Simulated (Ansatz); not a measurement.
Ta:
```cif
data_Ta2
_chemical_formula_sum 'Ta2'
_space_group_name_H-M_alt 'P63/mmc'
_space_group_IT_number 194
_space_group_name_Hall '-P 6c 2c'
_cell_length_a 2.88982
_cell_length_b 2.88982
_cell_length_c 5.11257
_cell_angle_alpha 90.000
_cell_angle_beta 90.000
_cell_angle_gamma 120.000
loop_
_atom_site_label
_atom_site_type_symbol
_atom_site_symmetry_multiplicity
_atom_site_Wyckoff_symbol
_atom_site_fract_x
_atom_site_fract_y
_atom_site_fract_z
_atom_site_occupancy
Ta1 Ta 2 d 0.66667 0.33333 0.25000 1
```

Relaxed at zero pressure with the program Ansatz at the r²SCAN level (PAW).

**Question.** The volume is lowered by 3 % and shape and atoms relax at that volume. What pressure results, and how do the axes share the change?

**Answer.** 6.4 GPa; a -0.9 %, b -0.9 %, c -1.1 %; the energy rises by 11 meV/atom.

**Question.** Give the new structure.

**Answer.** 
Space group P6₃/mmc (No. 194); a = 2.8624 Å, b = 2.8624 Å, c = 5.0546 Å, α = 90.00°, β = 90.00°, γ = 120.00°

```json
[
 {"atom": "Ta", "site": "2d", "symmetry": "-6m2", "x": "0.6667", "y": "0.3333", "z": "0.2500"}
]
```

The phase is kept; no other phase was compared at this pressure.

Space group P6_3/mmc (hcp (Mg type)). The start of the workflow was typed in or built on a structure type; the Crystallography Open Database copy checked does not list it. It is not the phase usual at ambient conditions (space group No. 229). The cell was relaxed with r²SCAN under the symmetry of its start; whether a distortion lowers the energy is not shown. The run is not spin-polarised. Axis ratios of metals converge slowly with the k-mesh, so a and c are less sure than the volume. Spin–orbit coupling is left out wherever it is not named.

Potentials: the later of the program's two PAW sets.
